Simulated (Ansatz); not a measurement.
TiO$_{2}$:
```
CELL_PARAMETERS angstrom
      4.59693     0.00000     0.00000
      0.00000     4.59693     0.00000
      0.00000     0.00000     2.95356
ATOMIC_POSITIONS crystal
  Ti 0.00000 0.00000 0.00000
  Ti 0.50000 0.50000 0.50000
  O  0.30463 0.30463 0.00000
  O  0.80463 0.19537 0.50000
  O  0.19537 0.80463 0.50000
  O  0.69537 0.69537 0.00000
```

Relaxed with r²SCAN. Special points in fractions of this cell's reciprocal vectors: Γ (0.000, 0.000, 0.000); X (0.000, 0.500, 0.000); M (0.500, 0.500, 0.000); Z (0.000, 0.000, 0.500); R (0.000, 0.500, 0.500); A (0.500, 0.500, 0.500).

Q: List the band energies nearest the valence-band maximum at these points for r²SCAN in the plane-wave PAW code Ansatz.

A: In eV from the valence-band maximum; about four levels below and three above (degenerate sets whole), none deeper than 8.9 eV; points with the same levels are listed once.

```
k                    below                above
-  -----------------------  -------------------
Γ   -0.74 -0.48 -0.48 0.00       2.22 2.54 2.76
X  -1.68 -1.68 -0.77 -0.77  2.90 2.90 3.38 3.38
M  -1.36 -1.36 -1.11 -1.11  2.26 2.26 2.88 2.88
Z  -2.39 -2.39 -1.47 -1.47  3.31 3.31 3.57 3.57
R  -2.07 -2.07 -1.08 -1.08  2.27 2.27 3.59 3.59
A  -1.31 -1.31 -0.71 -0.71  2.94 2.94 3.57 3.57
```

Space group P4_2/mnm (rutile). Symmetry was held in the r²SCAN relaxation. The run is not spin-polarised.

Potentials: the later of the program's two PAW sets.
